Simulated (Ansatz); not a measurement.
YZn:
```
CELL_PARAMETERS angstrom
      3.52063     0.00000     0.00000
      0.00000     3.52063     0.00000
      0.00000     0.00000     3.52063
ATOMIC_POSITIONS crystal
  Zn 0.50000 0.50000 0.50000
  Y  0.00000 0.00000 0.00000
```

Relaxed with PBEsol. Special points in fractions of this cell's reciprocal vectors: Γ (0.000, 0.000, 0.000); X (0.000, 0.500, 0.000); M (0.500, 0.500, 0.000); R (0.500, 0.500, 0.500).

Question: List the band energies nearest the Fermi level at these points for plane-wave PAW PBEsol with spin–orbit coupling (Ansatz code).

Answer: In eV from the Fermi level; about four levels below and three above (degenerate sets whole), none deeper than 8.9 eV; points with the same levels are listed once.

```
k                                below                          above
-  -----------------------------------  -----------------------------
Γ              -0.04 -0.04 -0.04 -0.04            4.45 4.45 4.45 4.45
X              -4.06 -4.06 -3.43 -3.43            0.40 0.40 1.43 1.43
M              -0.16 -0.16 -0.07 -0.07            0.22 0.22 2.91 2.91
R  -1.95 -1.95 -1.95 -1.95 -0.37 -0.37  5.22 5.22 5.57 5.57 5.57 5.57
```

Space group Pm-3m (CsCl type). The workflow started from an entry of the Crystallography Open Database (COD). Its standing as an ambient phase is unchecked. The PBEsol relaxation kept the symmetry of its start; of distortions, only those at the zone centre were tested. The run is not spin-polarised.

Potentials: the later of the program's two PAW sets.
